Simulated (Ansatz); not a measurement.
Simulated powder pattern, Cu Kα1, λ = 1.54056 Å (kinematic, ideal powder, no thermal factors, no anomalous dispersion; the 30 strongest lines at most, above 1 %, up to 2θ = 90°):

```tsv
2θ (°)	I/Imax (%)
19.85	2.0
24.06	2.4
27.09	100
40.33	2.7
40.34	1.9
42.70	5.1
42.71	16
49.26	2.5
49.27	1.8
55.86	6.8
58.97	1.5
58.98	4.6
73.32	4.4
73.35	2.4
79.79	6.9
79.81	3.8
85.61	1.4
89.27	1.6
```

The pattern belongs to a structure relaxed with PBE+D3(BJ) (plane waves, PAW; program Ansatz).

### Question
Which of these materials gives this?
A. BAs, Pnma (B on 4c, As on 4c)
B. BC3, Cmcm (Pearson symbol oS32)
C. BP, Pnma (B on 4c, P on 4c)
D. CuC6, P6/mmm (C on 6j, Cu on 1b)

### Answer
B, BC3, Cmcm (Pearson symbol oS32)

### Question
Give the lattice parameters.

### Answer
a = 5.159 Å, b = 8.939 Å, c = 6.578 Å.

The start of the workflow was typed in or built on a structure type; neither database checked (COD, Materials Project) lists it. Its standing as an ambient phase is unchecked. The cell was relaxed with PBE+D3(BJ) under the symmetry of its start; its stability against distortions is not shown here. Its formation energy is positive at this level, so the cell may be metastable or incomplete.

Potentials: the earlier of the program's two PAW sets.
